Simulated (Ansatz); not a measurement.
# Elastic constants of ZnNi at 6 GPa (stress–strain coefficients): input and output

The calculation used DFT LDA, scalar-relativistic, plane waves, PAW in Ansatz.

Launched with:
```bash
ansatz run input.yaml --threads 1 --pin off --max-ram 3072MiB --backend cpu --events-out ev --progress --plain --runs-dir out
```

Input (bare energies are in eV):
```yaml
crystal:
  lattice:
    - [2.7803336364, 0.0, 0.0]
    - [0.0, 2.7803336364, 0.0]
    - [0.0, 0.0, 2.7803336364]
  atoms:
    - { symbol: Zn, position: [0.5, 0.5, 0.5] }
    - { symbol: Ni, position: [0.0, 0.0, 0.0] }
basis:
  ecutwfc: 420
kpoints:
  mp_grid: { grid: [16, 16, 16] }
hamiltonian:
  xc: lda
scf:
  occupations: { method: fermi_dirac, width: 0.15 }
output:
  forces: true
  stress: true
  eigenvalues: true
elastic:
  mode: relaxed_ion
  amplitude: 0.005
```

From the output:
```
--- Elastic constants: 2 strain directions × 4 members + reference (group order 48) ---
  dense FFT box of the reference and of every strained cell: 20×20×20
  strains applied: 11, 23; error gains: componentwise 1.00 (the most a stress slope's error grows in a printed constant), spectral 1.73 (1 for all six strains in a standard setting)
  C = ∂σ_k/∂η_j (tension-positive GPa; Voigt order 11 22 33 23 13 12):
       211.061    223.367    223.367     -0.000     -0.000     -0.000
       223.367    211.061    223.367     -0.000     -0.000     -0.000
       223.367    223.367    211.061     -0.000     -0.000     -0.000
         0.000     -0.000     -0.000    145.869      0.000      0.000
         0.000      0.000     -0.000      0.000    145.869     -0.000
         0.000     -0.000      0.000      0.000      0.000    145.869
  reference stress σ⁰ (GPa):     -5.994     -5.994     -5.994     -0.000     -0.000     -0.000
  C* (energy form; C + prestress term) asymmetry max|C*_kj − C*_jk| = 8.527e-14 GPa — a small one proves nothing (zero by symmetry where the batch's group is 432, −43m or m−3m); a large one is finite-difference/SCF noise where every solve ...
  moduli (Voigt/Reuss/Hill, GPa): K = 219.27/219.27/219.27   G = 85.06/-16.42/34.32   E = 97.85   ν = 0.426
  mechanically stable: NO (min eigenvalue of sym C = -12.31 GPa)
  strain η (Voigt 11):  stress-route row diagonal C_11 = 211.06 GPa, energy-path curvature d²(F+E_count+ΔE)/dδ²/Ω₀ = 210.36 GPa
    cells at ±δ against ±2δ: C11 211.17 and 211.50 GPa, apart by 0.15 % of the column's largest entry
         δ    σ_11 (GPa) F (eV) n_scf n_hpsi n_pw
    -1.000e-2      -8.1880       -9020.2168060       8  160690    437   relax 0 steps, max|allowed force component| 1.30e-29 eV/Å
    -5.000e-3      -7.0693       -9020.2219139       5  155518    441   relax 0 steps, max|allowed force component| 7.89e-31 eV/Å
     5.000e-3      -4.9576       -9020.2299643       5  129553    445   relax 0 steps, max|allowed force component| 1.66e-29 eV/Å
     1.000e-2      -3.9580       -9020.2329548       6  130932    449   relax 0 steps, max|allowed force component| 1.66e-29 eV/Å
  strain η (Voigt 23):  stress-route row diagonal C_44 = 145.87 GPa, energy-path curvature d²(F+E_count+ΔE)/dδ²/Ω₀ = 148.84 GPa
    cells at ±δ against ±2δ: C44 145.87 and 145.87 GPa, apart by 0.00 % of the column's largest entry
         δ    σ_23 (GPa) F (eV) n_scf n_hpsi n_pw
    -1.000e-2      -1.4587       -9020.2252990       7  254950    443   relax 0 steps, max|allowed force component| 9.86e-32 eV/Å
    -5.000e-3      -0.7293       -9020.2260451       5  257061    441   relax 0 steps, max|allowed force component| 7.89e-31 eV/Å
     5.000e-3       0.7293       -9020.2260451       5  252906    441   relax 0 steps, max|allowed force component| 7.10e-30 eV/Å
     1.000e-2       1.4587       -9020.2252990       7  214323    443   relax 0 steps, max|allowed force component| 7.10e-30 eV/Å
```

Time: 86 s on 1 thread of Arm Neoverse V2, on a shared host, peak memory 0.52 GiB.

In a metal, frequencies and elastic constants depend on the k mesh and the smearing, soft modes and shear constants most. Spin polarisation was left out, and a magnetic state may lie lower. Other phases may be more stable at this pressure.

As the tensor has a negative eigenvalue, the Reuss and Hill moduli of a polycrystal, and E and ν formed from them, have no physical meaning here.

The least eigenvalue is -12.3 GPa; in a metal on this mesh the verdict on stability isn't firm within about 20 GPa or a tenth of the bulk modulus.